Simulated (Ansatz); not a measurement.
**Ir (dhcp): energy against volume**

Method: Ansatz, DFT, r2SCAN, plane waves (500 eV) with PAW, scalar-relativistic. The PAW files were generated under PBE, with cores re-solved for the functional.

The cell is scaled uniformly from the relaxed one, with fractional coordinates and shape fixed. Energies are extrapolated to zero smearing, pressures are those at the given smearing. Magnetic state: spin not included.

A Birch-Murnaghan fit gives V₀ = 14.22 Å³/atom, B₀ = 376 GPa, B₀′ = 5.1.

Q: What are the energy above the minimum and the pressure at 13.101 Å³/atom?

A: 122.8 meV/atom and 38.36 GPa as computed.

Q: What are the energy above the minimum and the pressure at 14.810 Å³/atom?

A: 26.2 meV/atom and -13.41 GPa as computed.

Q: What are the energy above the minimum and the pressure at 15.380 Å³/atom?

A: 94.3 meV/atom and -23.77 GPa as computed.
